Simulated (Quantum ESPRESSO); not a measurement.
# AlGeSiSN3: finding a planted mistake in a log

Simulated, not a measurement. The program is pw.x of Quantum ESPRESSO 7.5 (plane-wave density functional theory). The cell is made up: 7 atoms on a zincblende/diamond lattice with one site empty, with randomly drawn elements, strain and displacements, not relaxed. PseudoDojo standard norm-conserving files (v0.5 for PBE, v0.4.1 for LDA and PBEsol) set the functional; there is no spin polarisation, spin-orbit coupling or dispersion term, and the masses in the input are unused placeholders.

Intended input:

```
&control calculation='scf', pseudo_dir='./dojo.nc.sr.pbe.v0_5.standard.upf', outdir='./o', disk_io='medium', tprnfor=.true., tstress=.true. /
&system ibrav=0, nat=7, ntyp=5, nbnd=27, ecutwfc=84.00895049, nosym=.true., tot_charge=0,
 occupations='smearing', smearing='fd', degauss=0.0018374661
/
&electrons conv_thr=7.350e-09, electron_maxstep=60, /
ATOMIC_SPECIES
Al 1.0 Al.upf
Ge 1.0 Ge.upf
N 1.0 N.upf
S 1.0 S.upf
Si 1.0 Si.upf
CELL_PARAMETERS angstrom
4.4927 0.0332 -0.0198
0.0332 4.513 0.0529
-0.0198 0.0529 4.6011
ATOMIC_POSITIONS angstrom
Al 0.0609 0.0023 -0.0007
Ge -0.0343 2.2554 2.3059
Si 2.2445 0.077 2.3324
S 1.1617 1.2219 1.1633
N 1.1889 3.3501 3.4627
N 3.3366 1.1859 3.3963
N 3.3722 3.4126 1.126
K_POINTS automatic
4 4 4 1 1 1
```

The log is shortened where brackets say so; the opening notice, blank lines, dates and the lines on written files are dropped, and the path of the files is cut. It prints rydbergs, bohrs and kilobars, and counts compression as positive stress. Where no state is partly filled, the Fermi energy that it prints is only some level between the filled and the empty states on the mesh, and need not lie in the true gap.

Log of the intended run:

```
     Program PWSCF v.7.5
     Parallel version (MPI & OpenMP), running on       1 processor cores
     Number of MPI processes:                 1
     Threads/MPI process:                     1
     [start-up lines left out]
     bravais-lattice index     =            0
     lattice parameter (alat)  =       8.4903  a.u.
     unit-cell volume          =     629.4197 (a.u.)^3
     number of atoms/cell      =            7
     number of atomic types    =            5
     number of electrons       =        42.00
     number of Kohn-Sham states=           27
     kinetic-energy cutoff     =      84.0090  Ry
     charge density cutoff     =     336.0358  Ry
     scf convergence threshold =      7.3E-09
     mixing beta               =       0.7000
     number of iterations used =            8  plain     mixing
     Exchange-correlation= PBE
                           (   1   4   3   4   0   0   0)
     [axes and pseudopotential details left out]
   Cartesian axes
     site n.     atom                  positions (alat units)
         1        Al     tau(   1) = (   0.0135548   0.0005119  -0.0001558  )
         2        Ge     tau(   2) = (  -0.0076343   0.5019958   0.5132358  )
         3        Si     tau(   3) = (   0.4995697   0.0171383   0.5191341  )
         4        S      tau(   4) = (   0.2585655   0.2719645   0.2589216  )
         5        N      tau(   5) = (   0.2646195   0.7456487   0.7707107  )
         6        N      tau(   6) = (   0.7426440   0.2639518   0.7559317  )
         7        N      tau(   7) = (   0.7505676   0.7595597   0.2506195  )
     number of k points=    32  Fermi-Dirac smearing, width (Ry)=  0.0018
                       cart. coord. in units 2pi/alat
        k(    1) = (   0.1246364   0.1221049   0.1211920), wk =   0.0625000
        k(    2) = (   0.1257337   0.1192349   0.3653489), wk =   0.0625000
     [further k points left out]
     Dense  grid:    65509 G-vectors     FFT dimensions: (  50,  50,  54)
     Estimated max dynamical RAM per process >      80.88 MB
     Initial potential from superposition of free atoms
     starting charge      41.9961, renormalised to      42.0000
     Starting wfcs are   33 randomized atomic wfcs
     total cpu time spent up to now is        6.5 secs
     per-process dynamical memory:    60.1 Mb
     Self-consistent Calculation
     iteration #  1     ecut=    84.01 Ry     beta= 0.70
     Davidson diagonalization with overlap
     ethr =  1.00E-02,  avg # of iterations =  3.7
     total cpu time spent up to now is       26.4 secs
     total energy              =    -275.04575909 Ry
     estimated scf accuracy    <       1.81302946 Ry
     iteration #  2     ecut=    84.01 Ry     beta= 0.70
     Davidson diagonalization with overlap
     ethr =  4.32E-03,  avg # of iterations =  3.5
     total cpu time spent up to now is       44.4 secs
     total energy              =    -275.06744460 Ry
     estimated scf accuracy    <       4.46920300 Ry
     [iterations 3 to 10 left out]
     iteration # 11     ecut=    84.01 Ry     beta= 0.70
     Davidson diagonalization with overlap
     ethr =  2.24E-09,  avg # of iterations =  2.0
     total cpu time spent up to now is      189.3 secs
     total energy              =    -275.94677104 Ry
     estimated scf accuracy    <       0.00000016 Ry
     iteration # 12     ecut=    84.01 Ry     beta= 0.70
     Davidson diagonalization with overlap
     ethr =  3.82E-10,  avg # of iterations =  2.0
     total cpu time spent up to now is      201.0 secs
     End of self-consistent calculation
     [lines on levels left out]
     the Fermi energy is     8.6795 ev
!    total energy              =    -275.94677108 Ry
     estimated scf accuracy    <          1.2E-09 Ry
     smearing contrib. (-TS)   =      -0.00000000 Ry
     internal energy E=F+TS    =    -275.94677108 Ry
     The total energy is F=E-TS. E is the sum of the following terms:
     one-electron contribution =    -120.52329879 Ry
     hartree contribution      =      86.05050788 Ry
     xc contribution           =     -73.65876337 Ry
     ewald contribution        =    -167.81521680 Ry
     convergence has been achieved in  12 iterations
     Forces acting on atoms (cartesian axes, Ry/au):
     atom    1 type  1   force =    -0.16403771   -0.17959032   -0.16179740
     atom    2 type  2   force =    -0.20939146    0.22508322    0.20784451
     atom    3 type  5   force =     0.17276503   -0.21427945    0.16426302
     atom    4 type  4   force =     0.19625820    0.06850324   -0.18375226
     atom    5 type  3   force =    -0.00694539    0.09489543   -0.05010264
     atom    6 type  3   force =     0.00619607   -0.06970000   -0.04277704
     atom    7 type  3   force =     0.00515527    0.07508787    0.06632180
     Total force =     0.656597     Total SCF correction =     0.000134
     Computing stress (Cartesian axis) and pressure
          total   stress  (Ry/bohr**3)                   (kbar)     P=       25.64
   0.00009939  -0.00085971   0.00034791           14.62     -126.47       51.18
  -0.00085971   0.00001009   0.00045230         -126.47        1.48       66.54
   0.00034791   0.00045230   0.00041337           51.18       66.54       60.81
     init_run     :      6.20s CPU      6.32s WALL (       1 calls)
     electrons    :    186.85s CPU    194.52s WALL (       1 calls)
     forces       :      2.38s CPU      2.42s WALL (       1 calls)
     stress       :      7.32s CPU      7.38s WALL (       1 calls)
     [timing details left out]
     PWSCF        :   3m22.96s CPU   3m30.98s WALL
     JOB DONE.
```

A second run was made from an input with one planted mistake. Its log:

```
     Program PWSCF v.7.5
     Parallel version (MPI & OpenMP), running on       1 processor cores
     Number of MPI processes:                 1
     Threads/MPI process:                     1
     [start-up lines left out]
     bravais-lattice index     =            0
     lattice parameter (alat)  =       8.4903  a.u.
     unit-cell volume          =     629.4197 (a.u.)^3
     number of atoms/cell      =            7
     number of atomic types    =            5
     number of electrons       =        42.00
     number of Kohn-Sham states=           27
     kinetic-energy cutoff     =      84.0090  Ry
     charge density cutoff     =     336.0358  Ry
     scf convergence threshold =      5.1E-03
     mixing beta               =       0.7000
     number of iterations used =            8  plain     mixing
     Exchange-correlation= PBE
                           (   1   4   3   4   0   0   0)
     [axes and pseudopotential details left out]
   Cartesian axes
     site n.     atom                  positions (alat units)
         1        Al     tau(   1) = (   0.0135548   0.0005119  -0.0001558  )
         2        Ge     tau(   2) = (  -0.0076343   0.5019958   0.5132358  )
         3        Si     tau(   3) = (   0.4995697   0.0171383   0.5191341  )
         4        S      tau(   4) = (   0.2585655   0.2719645   0.2589216  )
         5        N      tau(   5) = (   0.2646195   0.7456487   0.7707107  )
         6        N      tau(   6) = (   0.7426440   0.2639518   0.7559317  )
         7        N      tau(   7) = (   0.7505676   0.7595597   0.2506195  )
     number of k points=    32  Fermi-Dirac smearing, width (Ry)=  0.0018
                       cart. coord. in units 2pi/alat
        k(    1) = (   0.1246364   0.1221049   0.1211920), wk =   0.0625000
        k(    2) = (   0.1257337   0.1192349   0.3653489), wk =   0.0625000
     [further k points left out]
     Dense  grid:    65509 G-vectors     FFT dimensions: (  50,  50,  54)
     Estimated max dynamical RAM per process >      80.88 MB
     Initial potential from superposition of free atoms
     starting charge      41.9961, renormalised to      42.0000
     Starting wfcs are   33 randomized atomic wfcs
     total cpu time spent up to now is        7.9 secs
     per-process dynamical memory:    59.9 Mb
     Self-consistent Calculation
     iteration #  1     ecut=    84.01 Ry     beta= 0.70
     Davidson diagonalization with overlap
     ethr =  1.00E-02,  avg # of iterations =  3.7
     total cpu time spent up to now is       26.5 secs
     total energy              =    -275.04575909 Ry
     estimated scf accuracy    <       1.81302946 Ry
     iteration #  2     ecut=    84.01 Ry     beta= 0.70
     Davidson diagonalization with overlap
     ethr =  4.32E-03,  avg # of iterations =  3.5
     total cpu time spent up to now is       43.9 secs
     total energy              =    -275.06744460 Ry
     estimated scf accuracy    <       4.46920300 Ry
     [iterations 3 to 4 left out]
     iteration #  5     ecut=    84.01 Ry     beta= 0.70
     Davidson diagonalization with overlap
     ethr =  6.50E-05,  avg # of iterations =  3.8
     total cpu time spent up to now is       97.6 secs
     total energy              =    -275.94448841 Ry
     estimated scf accuracy    <       0.01201723 Ry
     iteration #  6     ecut=    84.01 Ry     beta= 0.70
     Davidson diagonalization with overlap
     ethr =  2.86E-05,  avg # of iterations =  2.6
     total cpu time spent up to now is      117.0 secs
     End of self-consistent calculation
     [lines on levels left out]
     the Fermi energy is     8.6954 ev
!    total energy              =    -275.94659016 Ry
     estimated scf accuracy    <       0.00026121 Ry
     smearing contrib. (-TS)   =      -0.00000000 Ry
     internal energy E=F+TS    =    -275.94659016 Ry
     The total energy is F=E-TS. E is the sum of the following terms:
     one-electron contribution =    -120.51814892 Ry
     hartree contribution      =      86.03352668 Ry
     xc contribution           =     -73.64675111 Ry
     ewald contribution        =    -167.81521680 Ry
     convergence has been achieved in   6 iterations
     Forces acting on atoms (cartesian axes, Ry/au):
     atom    1 type  1   force =    -0.16489457   -0.18059842   -0.16164664
     atom    2 type  2   force =    -0.20172125    0.22958582    0.20690561
     atom    3 type  5   force =     0.17104294   -0.21539143    0.16417721
     atom    4 type  4   force =     0.19527944    0.06864306   -0.18538923
     atom    5 type  3   force =    -0.00861128    0.09363643   -0.05016969
     atom    6 type  3   force =     0.00448808   -0.06993032   -0.04049195
     atom    7 type  3   force =     0.00441664    0.07405486    0.06661468
     Total force =     0.655603     Total SCF correction =     0.041956
     Computing stress (Cartesian axis) and pressure
          total   stress  (Ry/bohr**3)                   (kbar)     P=       22.18
   0.00008228  -0.00084860   0.00034327           12.10     -124.83       50.50
  -0.00084860  -0.00003021   0.00045051         -124.83       -4.44       66.27
   0.00034327   0.00045051   0.00040016           50.50       66.27       58.87
     init_run     :      7.43s CPU      7.61s WALL (       1 calls)
     electrons    :    105.02s CPU    109.11s WALL (       1 calls)
     forces       :      3.83s CPU      3.89s WALL (       1 calls)
     stress       :     13.09s CPU     13.18s WALL (       1 calls)
     [timing details left out]
     PWSCF        :   2m 9.74s CPU   2m14.27s WALL
     JOB DONE.
```

Question: what was wrong in the second input?

Answer: the self-consistency threshold is too loose. The input lines that differ, file-writing options aside:

```
- &electrons conv_thr=7.350e-09, electron_maxstep=60, /
+ &electrons conv_thr=5.145e-03, electron_maxstep=60, /
```

|  | intended run | run with the mistake |
| --- | --- | --- |
| free energy (eV) | -3754.447 | -3754.445 |
| smearing term -TS (eV) | 0.0000 | 0.0000 |
| pressure (GPa) | 2.56 | 2.22 |
| largest force component (eV/Å) | 5.787 | 5.903 |
| largest change of a force component (eV/Å) |  | 0.197 |
| iterations | 12 | 6 |

For scale, a rerun of the intended cell at 1437 eV and a 6 x 6 x 6 mesh moved values by no more than 0.003 eV in energy, 0.02 GPa in stress and 0.003 eV/Å in force.